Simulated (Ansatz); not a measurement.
Te2Pd:
```
Te2Pd
1.0
    4.01060     0.00000     0.00000
   -2.00530     3.47328     0.00000
    0.00000     0.00000     5.03299
Pd Te
1 2
Direct
  0.00000   0.00000   0.00000
  0.33333   0.66667   0.26729
  0.66667   0.33333   0.73271
```

This is the LDA-relaxed structure.

**Question.** All from the program Ansatz at the LDA level (PAW), unless another level is named. Predict the electronic character.

**Answer.** metallic (no gap).

**Question.** What about the formation energy from the elements (no fitted shifts)?

**Answer.** -0.38 eV/atom.

**Question.** Give the density of states at the Fermi level.

**Answer.** 0.45 states/eV per atom (mean over ±0.08 eV).

**Question.** And the gap with spin–orbit coupling?

**Answer.** none (metallic).

Space group P-3m1. The workflow started from an entry of the Crystallography Open Database (COD). Whether it is the stable phase at ambient conditions was not checked. Symmetry was held in the LDA relaxation; its stability against distortions is not shown here. The run is not spin-polarised. A crystal of weakly bound layers computed without a dispersion correction: the cell and the soft elastic constants depend strongly on that. The references are the lowest solids computed at this level, not always the standard phases. Scalar-relativistic: spin–orbit coupling is off unless named, which matters more the heavier the elements.

Potentials: the later of the program's two PAW sets.
